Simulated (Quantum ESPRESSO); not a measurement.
Hf₃ZrRuAu₃ (simulated cell), Ti₃AlRe₂Ru₂ (simulated cell) (calculated)

All values are calculated (Quantum ESPRESSO 7.5). Calculation on a made-up metal alloy cell, not a measurement, with one named mistake planted (healthy values lack it): no spin or spin-orbit, unrelaxed, 2900 K smearing, stress positive in tension, cell energy less the intended atoms' offsets; periodic Kohn-Sham density functional theory in plane waves with PseudoDojo standard norm-conserving scalar-relativistic pseudopotentials, each functional with its own files (v0.5 for PBE, v0.4.1 for LDA and PBEsol), eight atoms on drawn sites of a strained close-packed or body-centred lattice, each displaced and held fixed; the energy is the cell's free energy, ions and the entropy term -TS included, at the stated Fermi-Dirac width, less a fixed offset for each atom's element (shifted free energy); compositions with an open d shell lost a parallel starting moment in a cheaper test run, and other magnetic orders were not tried; an error bar is the largest change of its kind in a tighter rerun, never given below 0.002 eV, 0.02 GPa or 0.003 eV/angstrom, and covers cutoff and k-mesh only, not smearing or the files.

Common to all runs: lattice type hexagonal close-packed; intended functional pbe; fermi dirac smearing 0.25 eV; intended electrons removed 0; fault kind atoms exchanged; run command mpirun -np 4 pw.x -nk 4 -in in; k mesh 8 x 5 x 3 shifted half a step off Gamma on each axis; structure shown the intended cell.

Notes on all entries: heavy elements are run without spin-orbit coupling, which real alloys of them have; a spin test at this wide smearing found no moment, but such smearing suppresses magnetism that the real alloy may have; lattice, volume and sites are drawn at random and may be unstable or far from any real phase; energies are for the whole cell, less offsets fitted to these runs, so they are not formation energies.

(1) 
```cif
# cell vector a (Å): -2.9665 0.0000 0.0000
# cell vector b (Å): 0.0000 5.1381 0.0000
# cell vector c (Å): 1.4832 -2.5691 -9.8474
data_Hf3ZrRuAu3
_symmetry_space_group_name_H-M 'P 1'
_symmetry_Int_Tables_number 1
_cell_length_a 2.9665
_cell_length_b 5.1381
_cell_length_c 10.2845
_cell_angle_alpha 104.466
_cell_angle_beta 98.292
_cell_angle_gamma 90.000
_cell_volume 150.10
loop_
_atom_site_label
_atom_site_type_symbol
_atom_site_fract_x
_atom_site_fract_y
_atom_site_fract_z
_atom_site_occupancy
Hf1 Hf 0.98339 0.00380 0.00218 1
Hf2 Hf 0.12309 0.44433 0.24566 1
Zr1 Zr 0.24405 0.25607 0.49937 1
Au1 Au 0.38024 0.71685 0.74872 1
Hf3 Hf 0.50329 0.48847 0.99770 1
Ru1 Ru 0.61961 0.95791 0.24594 1
Au2 Au 0.75085 0.74600 0.50385 1
Au3 Au 0.86124 0.20042 0.74343 1
_calc_cutoff 1143  # eV
_calc_healthy_entropy_term_negative_ts -1.516  # eV
_calc_healthy_pressure 4.55  # GPa
_calc_healthy_stress_xx -8.04  # GPa
_calc_healthy_stress_yy -4.12  # GPa
_calc_healthy_stress_zz -1.49  # GPa
_calc_healthy_stress_yz -1.29  # GPa
_calc_healthy_stress_xz -0.3  # GPa
_calc_healthy_stress_xy 0.05  # GPa
_calc_fault_first_exchanged_site 2
_calc_fault_second_exchanged_site 8
_calc_run_processor 'Intel Xeon, 2023 or later, virtual cores'
_calc_healthy_shifted_free_energy -1.449  # eV
_calc_faulty_entropy_term_negative_ts -1.585  # eV
_calc_faulty_pressure 4.56  # GPa
_calc_faulty_stress_xx -9.3  # GPa
_calc_faulty_stress_yy -4.86  # GPa
_calc_faulty_stress_zz 0.49  # GPa
_calc_faulty_stress_yz -1.06  # GPa
_calc_faulty_stress_xz 0.05244  # GPa
_calc_faulty_stress_xy -0.12  # GPa
_calc_faulty_shifted_free_energy -0.858  # eV
```

Atoms:
```tsv
atoms element	atom site	atom energy offset (eV)
Hf	1	-1535.13
Hf	2	-1535.13
Zr	3	-1377.61
Au	4	-4032.82
Hf	5	-1535.13
Ru	6	-2750.51
Au	7	-4032.82
Au	8	-4032.82
```

Healthy forces:
```tsv
site	x (eV/Å)	y (eV/Å)	z (eV/Å)
1	-0.163	-1.032	0.367
2	-0.083	0.876	-1.583
3	-0.001	-1.01	0.449
4	0.098	-0.268	-0.647
5	0.222	0.834	1.057
6	-0.001	0.03	-0.05
7	0.015	0.336	0.756
8	-0.085	0.235	-0.349
```

Faulty forces:
```tsv
site	x (eV/Å)	y (eV/Å)	z (eV/Å)
1	-0.241	-0.971	-0.703
2	0.007	0.535	-0.049
3	0.006	-0.375	1.682
4	0.148	-0.566	-0.432
5	0.274	0.941	-1.413
6	-0.012	-0.331	0.347
7	0.018	0.504	0.588
8	-0.199	0.262	-0.02
```

Notes: error bars of the healthy run: energy 0.0054 eV, stress 0.22 GPa, force 0.0053 eV/Å, from a tighter rerun of this or a related cell; 17 SCF iterations, 319 s of wall time on a shared machine.

(2) 
```cif
# cell vector a (Å): -2.8398 0.0385 0.0147
# cell vector b (Å): 0.0232 0.0566 -4.5296
# cell vector c (Å): 0.1335 -9.7946 0.1237
data_Ti3AlRe2Ru2
_symmetry_space_group_name_H-M 'P 1'
_symmetry_Int_Tables_number 1
_cell_length_a 2.8401
_cell_length_b 4.5300
_cell_length_c 9.7963
_cell_angle_alpha 91.435
_cell_angle_beta 91.554
_cell_angle_gamma 90.580
_cell_volume 125.94
loop_
_atom_site_label
_atom_site_type_symbol
_atom_site_fract_x
_atom_site_fract_y
_atom_site_fract_z
_atom_site_occupancy
Ru1 Ru 0.99422 0.99095 0.99850 1
Ti1 Ti 0.98484 0.00559 0.49830 1
Re1 Re 0.00610 0.49990 0.33275 1
Re2 Re 0.98201 0.51011 0.82985 1
Al1 Al 0.48736 0.99653 0.25165 1
Ti2 Ti 0.47659 0.00589 0.74751 1
Ti3 Ti 0.51807 0.48413 0.08073 1
Ru2 Ru 0.50896 0.50061 0.58448 1
_calc_cutoff 1252  # eV
_calc_healthy_entropy_term_negative_ts -2.017  # eV
_calc_healthy_pressure -6.24  # GPa
_calc_healthy_stress_xx 4.61  # GPa
_calc_healthy_stress_yy 6.25  # GPa
_calc_healthy_stress_zz 7.87  # GPa
_calc_healthy_stress_yz 0.45  # GPa
_calc_healthy_stress_xz 0.07  # GPa
_calc_healthy_stress_xy -0.25  # GPa
_calc_fault_first_exchanged_site 1
_calc_fault_second_exchanged_site 3
_calc_run_processor 'Intel Xeon, older, virtual cores'
_calc_healthy_shifted_free_energy -1.884  # eV
_calc_faulty_entropy_term_negative_ts -2.04  # eV
_calc_faulty_pressure -5.79  # GPa
_calc_faulty_stress_xx 2.38  # GPa
_calc_faulty_stress_yy 5.83  # GPa
_calc_faulty_stress_zz 9.15  # GPa
_calc_faulty_stress_yz 0.92  # GPa
_calc_faulty_stress_xz 0.16  # GPa
_calc_faulty_stress_xy -0.49  # GPa
_calc_faulty_shifted_free_energy -1.918  # eV
```

Atoms:
```tsv
atoms element	atom site	atom energy offset (eV)
Ru	1	-2750.51
Ti	2	-1615.4
Re	3	-2361.34
Re	4	-2361.34
Al	5	-63.26
Ti	6	-1615.4
Ti	7	-1615.4
Ru	8	-2750.51
```

Healthy forces:
```tsv
site	x (eV/Å)	y (eV/Å)	z (eV/Å)
1	0.039	-0.156	0.019
2	0.179	0	0.033
3	-0.091	-0.102	0.001
4	-0.195	0.324	0.206
5	0.032	0.756	0.085
6	0.029	-1.366	-0.103
7	0.042	0.763	-0.126
8	-0.035	-0.218	-0.115
```

Faulty forces:
```tsv
site	x (eV/Å)	y (eV/Å)	z (eV/Å)
1	0.071	0.151	0.221
2	0.081	0.184	0.047
3	0.05	0.257	0.004
4	-0.22	-0.051	0.112
5	0.024	0.375	0.067
6	0.042	-0.881	-0.169
7	0.026	0.304	-0.16
8	-0.074	-0.339	-0.121
```

Notes: error bars of the healthy run: energy 0.002 eV, stress 0.033 GPa, force 0.011 eV/Å, from a tighter rerun of this or a related cell; 26 SCF iterations, 536 s of wall time on a shared machine.
